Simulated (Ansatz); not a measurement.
In r²SCAN (plane waves, PAW; program Ansatz), Si3N4 in the cubic phase (Fd-3m; Si on 16c, Si on 8b, N on 32e) relaxes to a = 7.730 Å. Si on 16c has 6 nearest neighbours from 1.88 Å (octahedral); Si on 8b has 4 nearest neighbours from 1.77 Å (tetrahedral). Its formation energy from the elements is -1.11 eV/atom, with no fitted shifts.

The Kohn–Sham gap is 4.03 eV (smallest direct gap 4.05 eV). The valence maximum lies on the K–Γ line, 60 % of the way from K and the conduction minimum at Γ. The screened hybrid HSE06 puts the gap at 4.75 eV. The hole mass is 0.34, 1.1, 6.4 mₑ (principal values).

An equation-of-state fit gives a bulk modulus of 321 GPa. The relaxed-ion elastic constants in GPa are C11 = 565, C12 = 200, C44 = 359. The elastic constants imply a Debye temperature near 1340 K. Perturbation theory gives ε∞ = 4.91. Letting the ions move raises it to ε0 = 12.0. Born charges are Si +3.58 to +3.68, N -2.73 e. Without the LO–TO term the highest mode at Γ lies at 981 cm⁻¹. Bader charges are Si +3.15 to +3.21, N -2.39 e.

Symmetry was held in the r²SCAN relaxation; of distortions, only those at the zone centre were tested. The references are the lowest solids computed at this level, not always the standard phases (solids in place of the gases).

Potentials: the earlier of the program's two PAW sets.
